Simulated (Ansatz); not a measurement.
MgS (rock salt, Fm-3m), plane-wave PAW PBEsol (Ansatz code): ε∞ = 5.53, cell volume 34.79 Å³. Infrared-active transverse modes:

| ω_TO (cm⁻¹) | oscillator strength S_xx (e²/amu) |
|---|---|
| 242.7 | 0.3862 |

Q: Compute the static dielectric constant.

A: Each mode adds (4.921e7/V) S/ω²: 9.28. So ε0 = 14.8.

Q: What LO frequency does the Lyddane–Sachs–Teller relation give?

A: ω_LO = ω_TO √(ε0/ε∞) = 397 cm⁻¹.

Symmetry was held in the PBEsol relaxation; phonons on a q-mesh show no instability.

Potentials: the later of the program's two PAW sets.
